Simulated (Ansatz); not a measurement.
Ag$_{2}$S:
```yaml
crystal:
  lattice:
    - [4.17437, 0.00000, 0.00000]
    - [0.00000, 7.21010, 0.00000]
    - [-3.16045, 0.00000, 7.72669]
  atoms:
    - { symbol: Ag, position: [0.49988, 0.50003, 0.24995] }
    - { symbol: Ag, position: [0.50012, 0.49997, 0.75005] }
    - { symbol: Ag, position: [0.50012, 0.00003, 0.25005] }
    - { symbol: Ag, position: [0.49988, 0.99997, 0.74995] }
    - { symbol: Ag, position: [0.89310, 0.75003, 0.55353] }
    - { symbol: Ag, position: [0.10690, 0.24997, 0.44647] }
    - { symbol: Ag, position: [0.10690, 0.25003, 0.94647] }
    - { symbol: Ag, position: [0.89310, 0.74997, 0.05353] }
    - { symbol: S, position: [0.27313, 0.74996, 0.86352] }
    - { symbol: S, position: [0.72687, 0.25004, 0.13648] }
    - { symbol: S, position: [0.72687, 0.24996, 0.63648] }
    - { symbol: S, position: [0.27313, 0.75004, 0.36352] }
```

Relaxed with PBEsol. Special points in fractions of this cell's reciprocal vectors: Γ (0.000, 0.000, 0.000); Z (0.000, 0.500, 0.000); D (0.000, 0.500, 0.500); B (0.000, 0.000, 0.500); A (-0.500, 0.000, 0.500); E (-0.500, 0.500, 0.500); C2 (-0.500, 0.500, 0.000); Y2 (-0.500, 0.000, 0.000).

List the band energies nearest the valence-band maximum at these points for plane-wave PAW PBEsol (Ansatz code).

In eV from the valence-band maximum; about four levels below and three above (degenerate sets whole), none deeper than 8.9 eV; points with the same levels are listed once.

```csv
k,below,above
Γ,-0.50 -0.47 -0.13 0.00,0.95 1.51 2.25
Z,-0.31 -0.31 -0.19 -0.19,1.44 1.44 1.78 1.78
D,-0.33 -0.33 -0.33 -0.33,2.38 2.38 2.38 2.38
B,-0.82 -0.82 -0.19 -0.19,1.98 1.98 2.60 2.60
A,-1.27 -1.27 -0.43 -0.43,2.27 2.27 3.31 3.31
E,-0.88 -0.88 -0.88 -0.88,2.85 2.85 2.85 2.85
C2,-1.28 -1.28 -0.31 -0.31,1.45 1.45 2.37 2.37
Y2,-0.72 -0.50 -0.48 -0.13,1.32 2.25 2.28
```

Space group Cmcm. The first step of the workflow began from a Materials Project structure, measured or hypothetical; the Crystallography Open Database copy checked does not list it. COD files the formula under space group No. 4, 14, so this cell is another polymorph or a model. Whether it is the stable phase at ambient conditions was not checked. The cell was relaxed with PBEsol under the symmetry of its start; whether a distortion lowers the energy is not shown. The run is not spin-polarised. Point labels and valley counts follow the cell and symmetry of the run, lower than the named group. Scalar-relativistic: spin–orbit coupling is off unless named, which matters more the heavier the elements.

Potentials: the later of the program's two PAW sets.
